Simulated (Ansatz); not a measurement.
V:
```cif
data_V2
_chemical_formula_sum 'V2'
_space_group_name_H-M_alt 'P 1'
_space_group_IT_number 1
_cell_length_a 3.86655
_cell_length_b 3.86655
_cell_length_c 3.86655
_cell_angle_alpha 60.000
_cell_angle_beta 60.000
_cell_angle_gamma 60.000
loop_
_space_group_symop_operation_xyz
  'x, y, z'
loop_
_atom_site_label
_atom_site_type_symbol
_atom_site_fract_x
_atom_site_fract_y
_atom_site_fract_z
_atom_site_occupancy
V1 V 0.00000 0.00000 0.00000 1
V2 V 0.25000 0.25000 0.25000 1
```
Starting moments (μB, in the order of the atoms V V): 1.9 1.9.

Relaxed with PBE.

Q: Which orbitals make up the states near the Fermi level in the program Ansatz at the PBE level (PAW)?

A: Within 0.5 eV of the Fermi level: V 3d 88 %, V 4s 9 %. Projections are on Löwdin-orthogonalised atomic valence shells; empty p or d shells of many metals are not among them.

Q: Tabulate the density of states.

A: States/eV per cell of 2 atoms, in 0.25 eV bins, energy from the Fermi level.

```csv
E (eV),total,V 3d,V 4s,V 3p
-5.60,0.00,0.00,0.00,0.00
-5.35,0.04,0.00,0.04,0.00
-5.10,0.07,0.00,0.07,0.00
-4.85,0.10,0.00,0.09,0.00
-4.60,0.15,0.00,0.15,0.00
-4.35,0.21,0.00,0.20,0.00
-4.10,0.26,0.01,0.25,0.00
-3.85,0.31,0.02,0.29,0.00
-3.60,0.37,0.03,0.33,0.01
-3.35,0.43,0.05,0.37,0.01
-3.10,0.53,0.10,0.41,0.01
-2.85,0.76,0.26,0.47,0.01
-2.60,2.67,2.09,0.50,0.01
-2.35,2.11,1.72,0.35,0.01
-2.10,1.68,1.35,0.30,0.01
-1.85,1.59,1.17,0.37,0.01
-1.60,5.78,4.88,0.71,0.02
-1.35,5.48,5.03,0.35,0.02
-1.10,3.82,3.49,0.25,0.02
-0.85,3.45,3.10,0.26,0.02
-0.60,2.82,2.41,0.29,0.02
-0.35,4.21,3.64,0.37,0.02
-0.10,3.53,2.91,0.45,0.01
0.15,2.11,1.81,0.26,0.01
0.40,4.43,4.21,0.15,0.02
0.65,5.25,4.86,0.26,0.03
0.90,4.25,3.71,0.38,0.03
1.15,3.70,3.26,0.23,0.02
1.40,2.72,2.30,0.22,0.01
1.65,1.63,1.42,0.10,0.01
1.90,3.18,2.90,0.11,0.01
2.15,3.38,3.10,0.12,0.01
2.40,3.62,3.34,0.15,0.01
2.65,3.73,3.36,0.24,0.01
2.90,1.11,0.78,0.20,0.00
3.15,2.04,1.42,0.43,0.01
3.40,2.07,1.59,0.27,0.01
3.65,2.14,1.64,0.27,0.01
3.90,4.14,3.61,0.27,0.01
4.15,1.09,0.61,0.23,0.00
4.40,1.35,0.61,0.38,0.00
4.65,1.28,0.48,0.37,0.00
```

Space group Fd-3m (diamond). The start of the workflow was typed in or built on a structure type; neither database checked (COD, Materials Project) lists it. It is not the phase usual at ambient conditions (space group No. 229). Symmetry was held in the PBE relaxation; whether a distortion lowers the energy is not shown. Spin order of the final state: ferromagnetic, chosen from 4 collinear starts compared on coarse meshes (ties went to the first, and starts can fall back to one state), not a proven ground state.

Potentials: the earlier of the program's two PAW sets.
